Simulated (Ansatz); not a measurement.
Y2AlSi2 in space group Immm (No. 71; Y on 4j, Al on 2a, Si on 4h), DFT-r²SCAN in the program Ansatz with PAW potentials, all energies at zero smearing, with the estimated change up to a 700 eV cutoff added, with one set of potentials and settings (totals compare only within such a set). Cell of 5 atoms (2 Y, 1 Al, 2 Si): -9541.957 eV.

```csv
element,reference phase,E (eV/atom)
Y,"P6_3/mmc, 2 atoms in the cell",-3859.7274
Al,"Fm-3m, 1 atoms in the cell",-540.4106
Si,"Fd-3m, 2 atoms in the cell",-639.0665
```

Formation energy per atom, worked out: (-9541.957 − 2×(-3859.7274) − 1×(-540.4106) − 2×(-639.0665))/5 = -0.792 eV/atom (-76 kJ per mol of atoms), at 0 K, without zero-point energy or fitted corrections.

The workflow started from a Materials Project entry (that database holds measured and hypothetical structures alike); the Crystallography Open Database files this formula in space group No. 71, but the cells were not matched. Its standing as an ambient phase is unchecked. The r²SCAN relaxation kept the symmetry of its start; whether a distortion lowers the energy is not shown. No spin polarisation was allowed. The references are the lowest solids computed at this level, not always the standard phases.

Potentials: the earlier of the program's two PAW sets.
